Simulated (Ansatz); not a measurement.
InP in space group P-6m2 (No. 187; In on 1a, P on 1f) at seven volumes, plane-wave PAW PBE (Ansatz code), shape and atoms relaxed at each. One row is withheld.

| V (Å³/atom) | P (GPa) |
|---|---|
| 20.083 | 7.04 |
| 20.745 | 4.31 |
| 21.407 | ? |
| 22.070 | 0.00 |
| 22.732 | -1.66 |
| 23.394 | -3.09 |
| 24.056 | -4.06 |

Question: Fit the shown pressures and predict the withheld one.

Answer: P = (3/2)B₀(x^(7/2) − x^(5/2))[1 + (3/4)(B′ − 4)(x − 1)] with x = (V₀/V)^(2/3). Least squares on the six rows gives V₀ = 22.062 Å³/atom, B₀ = 59.3 GPa, B′ = 5.05. At V = 21.407, x = 1.0203 and P = 1.93 GPa. The run itself gave 2.02 GPa.

The cell is a constructed one: a structure type filled with these elements; neither database checked (COD, Materials Project) lists it. It is not the phase usual at ambient conditions (space group No. 216). Symmetry was held in the PBE relaxation; whether a distortion lowers the energy is not shown.

Potentials: the later of the program's two PAW sets.
